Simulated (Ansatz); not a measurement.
CdSe, DFT, PBE, PAW with Ansatz's default frozen-core files, scalar-relativistic (Ansatz 0.2.0), on 1 thread of Intel(R) Xeon(R) Platinum 8259CL CPU @ 2.50GHz (Skylake/Cascade Lake) (shared host).

Command: `ansatz run input.yaml --threads 1 --pin off --max-ram 2048MiB --backend cpu --events-out ev --progress --plain --runs-dir out`

```yaml
crystal:
  lattice:
    - [0.0, 3.0702711986, 3.0702711986]
    - [3.0702711986, 0.0, 3.0702711986]
    - [3.0702711986, 3.0702711986, 0.0]
  atoms:
    - { symbol: Cd, position: [0.0, 0.0, 0.0] }
    - { symbol: Se, position: [0.25, 0.25, 0.25] }
kpoints:
  mp_grid: { grid: [8, 8, 8] }
scf:
  occupations: { method: fermi_dirac, width: 0.03 }
hamiltonian:
  xc: pbe
  pseudopotentials: { kind: paw }
output:
  forces: true
  stress: true
  write_density: true
  write_potential: true
  elf: true
  volumetric_format: npy
relax:
  f_tol: 0.01
  max_steps: 30
```

(1) How large is the problem that the program sets up?

(2) About how long does it take?

Answers

(1) 29 irreducible k-points, 1139 plane waves at Γ, 22 bands.

(2) 4.1 s of wall time for 6 SCF iterations over 1 geometries. Times on shared machines scatter by tens of per cent.
